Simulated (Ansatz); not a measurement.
MnIr:
```cif
data_Ir2Mn2
_chemical_formula_sum 'Mn2 Ir2'
_space_group_name_H-M_alt 'P 1'
_space_group_IT_number 1
_cell_length_a 3.87382
_cell_length_b 3.87382
_cell_length_c 3.61189
_cell_angle_alpha 90.000
_cell_angle_beta 90.000
_cell_angle_gamma 90.000
loop_
_space_group_symop_operation_xyz
  'x, y, z'
loop_
_atom_site_label
_atom_site_type_symbol
_atom_site_fract_x
_atom_site_fract_y
_atom_site_fract_z
_atom_site_occupancy
Mn1 Mn 0.00000 0.00000 0.00000 1
Mn2 Mn 0.50000 0.50000 0.00000 1
Ir1 Ir 0.50000 0.00000 0.50000 1
Ir2 Ir 0.00000 0.50000 0.50000 1
```
Starting moments (μB, in the order of the atoms Mn Mn Ir Ir): 3.5 -3.5 0.0 0.0.

Relaxed with r²SCAN.

Q: Which orbitals make up the states near the Fermi level in r²SCAN (plane waves, PAW; program Ansatz)?

A: Within 0.5 eV of the Fermi level: Ir 5d 60 %, Mn 3d 29 %. Projections are on Löwdin-orthogonalised atomic valence shells; empty p or d shells of many metals are not among them.

Q: Tabulate the density of states.

A: States/eV per cell of 4 atoms, in 0.25 eV bins, energy from the Fermi level.

```csv
E (eV),total,Ir 5d,Mn 3d,Ir 6s
-7.85,0.56,0.05,0.01,0.31
-7.60,0.64,0.07,0.02,0.35
-7.35,0.73,0.09,0.04,0.38
-7.10,0.80,0.13,0.05,0.40
-6.85,1.08,0.30,0.13,0.43
-6.60,1.79,0.69,0.30,0.51
-6.35,2.58,1.14,0.50,0.60
-6.10,2.86,1.45,0.55,0.48
-5.85,4.04,2.29,0.92,0.37
-5.60,4.70,2.55,1.20,0.30
-5.35,5.55,3.24,1.56,0.25
-5.10,5.20,3.15,1.62,0.18
-4.85,5.55,3.42,1.74,0.17
-4.60,4.70,2.81,1.63,0.09
-4.35,3.76,2.17,1.36,0.07
-4.10,4.31,2.47,1.52,0.10
-3.85,4.76,2.32,2.15,0.09
-3.60,6.76,3.26,3.04,0.17
-3.35,5.23,2.39,2.37,0.18
-3.10,5.45,2.15,2.82,0.17
-2.85,4.43,1.78,2.23,0.15
-2.60,7.35,3.38,3.52,0.16
-2.35,6.49,3.06,3.03,0.13
-2.10,4.86,2.42,2.09,0.13
-1.85,7.14,3.64,3.04,0.19
-1.60,5.33,2.98,1.92,0.13
-1.35,4.76,2.91,1.42,0.10
-1.10,3.38,1.97,0.96,0.08
-0.85,3.72,1.94,1.01,0.12
-0.60,3.56,1.59,1.10,0.12
-0.35,2.10,1.07,0.63,0.06
-0.10,1.82,1.08,0.50,0.04
0.15,2.18,1.41,0.61,0.03
0.40,3.19,2.06,0.98,0.04
0.65,1.89,1.14,0.64,0.03
0.90,0.80,0.26,0.42,0.02
1.15,1.90,0.32,1.36,0.04
1.40,5.03,0.91,3.54,0.13
1.65,5.23,0.97,3.65,0.25
1.90,6.53,1.40,4.69,0.16
2.15,7.45,1.50,5.52,0.14
2.40,5.93,1.32,4.07,0.15
2.65,4.59,0.92,2.99,0.16
2.90,2.19,0.35,1.33,0.12
3.15,1.13,0.19,0.59,0.07
3.40,0.70,0.15,0.24,0.08
3.65,0.82,0.22,0.22,0.14
3.90,0.96,0.19,0.28,0.15
4.15,1.36,0.22,0.46,0.22
4.40,1.61,0.23,0.51,0.26
4.65,1.31,0.17,0.34,0.20
```

Space group P4/mmm (L1₀ or tetragonal B2). The start of the workflow was typed in or built on a structure type; the Crystallography Open Database files this formula in space group No. 123, but the cells were not matched. Whether it is the stable phase at ambient conditions was not checked. Symmetry was held in the r²SCAN relaxation, as lowered by the spin order; whether a distortion lowers the energy is not shown. The final state is antiferromagnetic, chosen from 5 collinear starts compared on coarse meshes (ties went to the first, and starts can fall back to one state), not a proven ground state. Other orbital occupations within this spin state were not tried. For itinerant 3d metals, meta-GGAs of the SCAN family and hybrids are commonly reported to give too large moments. Scalar-relativistic: spin–orbit coupling is off unless named, which matters more the heavier the elements.

Potentials: the later of the program's two PAW sets.
